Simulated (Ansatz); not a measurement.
ZnCu (CsCl type)

```
CELL_PARAMETERS angstrom
      2.90828     0.00000     0.00000
      0.00000     2.90828     0.00000
      0.00000     0.00000     2.90828
ATOMIC_POSITIONS crystal
  Zn 0.00000 0.00000 0.00000
  Cu 0.50000 0.50000 0.50000
```

The slice is a {110} plane (indices of the conventional cell) through the point (0.500, 0.500, 0.500) (fractional), spanned by u = [100] and v = [011] in vectors of this cell: u (2.91 Å) and v (4.11 Å, at 90° to u). It covers one period; positions are fractions (u, v).

All values below come from PBEsol (plane waves to 420 eV, PAW, scalar-relativistic; Ansatz, an electronic-structure program). k mesh 16×16×16. Inside the PAW spheres the values are not all-electron values, and peaks at nuclei hang on which shells count as valence. ZnCu is run without spin polarisation. ZnCu was relaxed with its symmetry unable to fall.

**Question.** What is the ELF at the midpoint of the shortest Zn–Cu line in this plane (2.52 Å)?

**Answer.** 0.2.

**Question.** What is the valence density on the shortest Zn–Cu line in this plane (2.52 Å), at its midpoint?

**Answer.** 0.28 e/Å³.

**Question.** Sketch the electron localisation function (ELF) on this plane as a map.

**Answer.** 
```
v \ u  0.00  0.12  0.24  0.35  0.47  0.59  0.71  0.82  0.94
-----  ----  ----  ----  ----  ----  ----  ----  ----  ----
0.92      x     x  0.19  0.17  0.27  0.23  0.17  0.25     x
0.83   0.21  0.19  0.18  0.25  0.30  0.29  0.20  0.18  0.21
0.75   0.17  0.19  0.25  0.23  0.21  0.22  0.25  0.22  0.18
0.67   0.29  0.28  0.22  0.19  0.13  0.16  0.21  0.24  0.29
0.58   0.31  0.23  0.19  0.05     x     x  0.13  0.20  0.28
0.50   0.30  0.21  0.17     x     x     x  0.08  0.20  0.26
0.42   0.31  0.23  0.19  0.05     x     x  0.13  0.20  0.28
0.33   0.29  0.28  0.22  0.19  0.13  0.16  0.21  0.24  0.29
0.25   0.17  0.19  0.25  0.23  0.21  0.22  0.25  0.22  0.18
0.17   0.21  0.19  0.18  0.25  0.30  0.29  0.20  0.18  0.21
0.08      x     x  0.19  0.17  0.27  0.23  0.17  0.25     x
0.00      x     x  0.22  0.16  0.25  0.20  0.17  0.34     x
```

Values: electron localisation function (ELF). Points within 0.5 Å of a nucleus are blanked (x), as the pseudised field means little there.
